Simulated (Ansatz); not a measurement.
Given:

TaRh$_{3}$:
```xyz
4
Lattice="3.8198 0.0000 0.0000 0.0000 3.8198 0.0000 0.0000 0.0000 3.8198" Properties=species:S:1:pos:R:3 pbc="T T T"
Ta     0.0000     0.0000     0.0000
Rh     0.0000     1.9099     1.9099
Rh     1.9099     0.0000     1.9099
Rh     1.9099     1.9099     0.0000
```

This is the LDA-relaxed structure.

**Question.** All from the program Ansatz at the LDA level (PAW), unless another level is named. Estimate the formation energy from the elements (no fitted shifts).

**Answer.** -0.63 eV/atom.

**Question.** And the density of states at the Fermi level?

**Answer.** 0.48 states/eV per atom (mean over ±0.08 eV).

Space group Pm-3m (Cu3Au type). The first step of the workflow began from a Materials Project structure, measured or hypothetical; the Crystallography Open Database files this formula in space group No. 221, but the cells were not matched. Whether it is the stable phase at ambient conditions was not checked. The LDA relaxation kept the symmetry of its start; of distortions, only those at the zone centre were tested. No spin polarisation was allowed. The references are the lowest solids computed at this level, not always the standard phases. Spin–orbit coupling is left out wherever it is not named.

Potentials: the later of the program's two PAW sets.
